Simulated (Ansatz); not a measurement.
VPt3:
Space group R-3m, hexagonal axes (No. 166); a = b = 2.7116 Å, c = 26.7413 Å, α = β = 90.00°, γ = 120.00°

| atom | site | symmetry | x | y | z |
|---|---|---|---|---|---|
| V | 3a | -3m | 0.0000 | 0.0000 | 0.0000 |
| Pt | 6c | 3m | 0.0000 | 0.0000 | 0.2559 |
| Pt | 3b | -3m | 0.0000 | 0.0000 | 0.5000 |
(The calculation used a cell of 4 atoms; values per cell refer to that cell.)

Relaxed with LDA.

**Question.** Which orbitals make up the states near the Fermi level in the program Ansatz at the LDA level (PAW)?

**Answer.** Within 0.5 eV of the Fermi level: Pt 5d 52 %, V 3d 39 %. Projections are on Löwdin-orthogonalised atomic valence shells; empty p or d shells of many metals are not among them.

**Question.** Tabulate the density of states.

**Answer.** States/eV per cell of 4 atoms, in 0.25 eV bins, energy from the Fermi level.

```
E (eV)  total  Pt 5d  V 3d  Pt 6s
------  -----  -----  ----  -----
-7.85    0.80   0.21  0.01   0.51
-7.60    0.98   0.31  0.02   0.57
-7.35    2.09   1.15  0.06   0.78
-7.10    3.26   2.18  0.09   0.89
-6.85    3.24   2.35  0.08   0.72
-6.60    3.85   2.98  0.12   0.64
-6.35    3.97   3.29  0.13   0.44
-6.10    4.38   3.67  0.21   0.28
-5.85    4.74   4.02  0.24   0.18
-5.60    5.84   5.03  0.28   0.15
-5.35    2.87   2.49  0.16   0.11
-5.10    5.24   4.38  0.40   0.27
-4.85    6.76   5.84  0.51   0.24
-4.60    5.44   4.66  0.36   0.27
-4.35    4.71   4.02  0.28   0.24
-4.10    5.44   4.77  0.25   0.23
-3.85    4.16   3.45  0.35   0.18
-3.60    5.22   4.32  0.47   0.22
-3.35    6.09   5.05  0.54   0.24
-3.10    5.83   4.87  0.49   0.22
-2.85    4.06   3.27  0.40   0.19
-2.60    4.75   3.74  0.64   0.14
-2.35    5.83   4.59  0.74   0.21
-2.10    4.01   3.22  0.42   0.15
-1.85    4.47   3.62  0.48   0.16
-1.60    4.51   3.25  0.80   0.22
-1.35    4.23   2.70  1.17   0.17
-1.10    3.86   2.47  1.11   0.13
-0.85    6.05   4.33  1.45   0.13
-0.60    3.83   2.38  1.17   0.15
-0.35    3.72   2.12  1.29   0.14
-0.10    3.08   1.77  1.00   0.12
0.15     3.10   1.44  1.35   0.15
0.40     3.78   1.74  1.69   0.15
0.65     4.68   1.86  2.37   0.18
0.90     3.45   1.04  1.97   0.17
1.15     3.29   0.93  1.92   0.17
1.40     3.48   0.88  2.10   0.21
1.65     3.79   0.86  2.52   0.18
1.90     4.15   0.73  3.07   0.18
2.15     1.95   0.32  1.23   0.22
2.40     1.97   0.29  1.18   0.26
2.65     1.90   0.26  1.08   0.30
2.90     1.62   0.24  0.69   0.34
3.15     1.42   0.21  0.48   0.36
3.40     1.33   0.19  0.36   0.37
3.65     1.17   0.15  0.26   0.34
3.90     1.06   0.13  0.20   0.31
4.15     1.04   0.11  0.17   0.30
4.40     1.00   0.09  0.14   0.28
4.65     0.96   0.08  0.12   0.25
```

The workflow started from a Materials Project entry (that database holds measured and hypothetical structures alike); the Crystallography Open Database copy checked does not list it. COD files the formula under space group No. 139, 221. Whether it is the stable phase at ambient conditions was not checked. Symmetry was held in the LDA relaxation; its stability against distortions is not shown here. The run is not spin-polarised. Axis ratios of metals converge slowly with the k-mesh, so a and c are less sure than the volume. Spin–orbit coupling is left out wherever it is not named.

Potentials: the later of the program's two PAW sets.
